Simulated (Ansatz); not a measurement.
System: HfO2 (fluorite type), 3 atoms in the cell.

```
CELL_PARAMETERS angstrom
0.00000 2.53500 2.53500
2.53500 0.00000 2.53500
2.53500 2.53500 0.00000
ATOMIC_POSITIONS crystal
Hf 0.00000 0.00000 0.00000
O 0.25000 0.25000 0.25000
O 0.75000 0.75000 0.75000
```

Code and potentials: Ansatz PAW hard set, 700 eV. Settings: k-mesh 6×6×6 Γ-centred; Fermi–Dirac smearing of 0.02 eV; no spin polarisation; no spin–orbit coupling.

Plain PBE gives:

* Pressure: 4.12 GPa
* Gap on the mesh: 3.78 eV

What changes under r²SCAN?

The pressure decreases by 6.03 GPa to -1.91 GPa; the gap goes up by 0.495 eV to 4.273 eV.

The stress includes the program's correction for the finite plane-wave basis.

This cubic structure is a model: it isn't the usual form of the substance at ambient conditions, and such phases are metastable or hypothetical. A gap read on the mesh is an upper bound of this method's gap, since the mesh can miss a band edge. Spin–orbit coupling is left out; with heavy elements it can shift the gap and split levels by tenths of an eV. Potentials made with PBE were used with another functional (at least in: Ansatz PAW hard set, 700 eV (r²SCAN)). Semilocal functionals give gaps that mostly lie well below measured ones.
